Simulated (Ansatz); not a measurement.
Computed with Ansatz (plane waves, PAW, 420 eV cutoff): PBEsol, scalar-relativistic, collinear spin, 8×8×8 k-mesh, Gaussian smearing of 0.05 eV. The datasets are Ansatz's generated set soft_2.

A compound EuX3 has these computed properties.

```yaml
Space_group: Pm-3m (No. 221)
Conventional_cell: a = 4.064 Å, b = 4.064 Å, c = 4.064 Å, α = 90.00°, β = 90.00°, γ = 90.00°
Volume: 16.78 Å³/atom
Band_gap: zero (metallic)
Density_of_states_at_the_Fermi_level: 2.0 states/(eV·atom)
Magnetic_state: ferromagnetic (the only order tried)
Site_spin_moments: Eu 6.16; X -0.10 μB
Spin_moment_of_the_cell: 5.96 μB
f_electrons_orthogonalised_atomic_orbitals: Eu 6.52
Formation_energy_from_the_elements_0_K_uncorrected: 1.01 eV/atom (unstable against the elements)
Bulk_modulus_Birch–Murnaghan: 217 GPa
Pressure_derivative_B0′: 4.6
```

Sites: Eu on 1a, X on 3c.

Which element is X?
A. Re
B. Os
C. Ta
D. W

A. X is Re, so the compound is EuRe3.

This is a trial structure made by placing the elements on a prototype's sites, so it needn't be the stable form.

Without a U the 4f levels of Eu lie too near the Fermi level, so their share of the states there, and what hangs on it, is overstated. Spin–orbit coupling, which matters for such heavy elements, is left out. Site moments are of spin, integrated over atomic spheres. A displaced or strained copy of the relaxed cell lay 0.9 meV/atom lower, so on this mesh the structure isn't a minimum; in a metal a finer mesh can change so small a difference. No antiparallel order was tried.
